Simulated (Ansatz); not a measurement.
Values for one crystal, relaxed and computed with DFT-r²SCAN in the program Ansatz with PAW potentials; other levels are named.

Volume per atom: 10.13 Å³
Electronic character: metallic (no gap)
Hill bulk and shear moduli: 262 and 193 GPa
Elastic constants (relaxed ions, GPa): C11 = 529, C12 = 129, C44 = 189
Debye temperature from the elastic constants: 953 K
Density of states at the Fermi level: 0.12 states/eV per atom (mean over ±0.08 eV)
Bulk modulus (Birch–Murnaghan fit): 262 GPa

Problem. Which compound is it?
A) AlRu2C, P6_3/mmc (Al on 2d, Ru on 4f, C on 2a)
B) TiC, rock salt
C) SiC, rock salt
D) LiC6, Cmmm (C on 4i, C on 4i, C on 4i, Li on 2c)

Solution. B, TiC, rock salt

Space group Fm-3m (rock salt). Symmetry was held in the r²SCAN relaxation. No spin polarisation was allowed. As this level gives no gap, shear constants depend on the k-mesh and smearing (Fermi–Dirac, 0.1 eV here).

Potentials: the later of the program's two PAW sets.
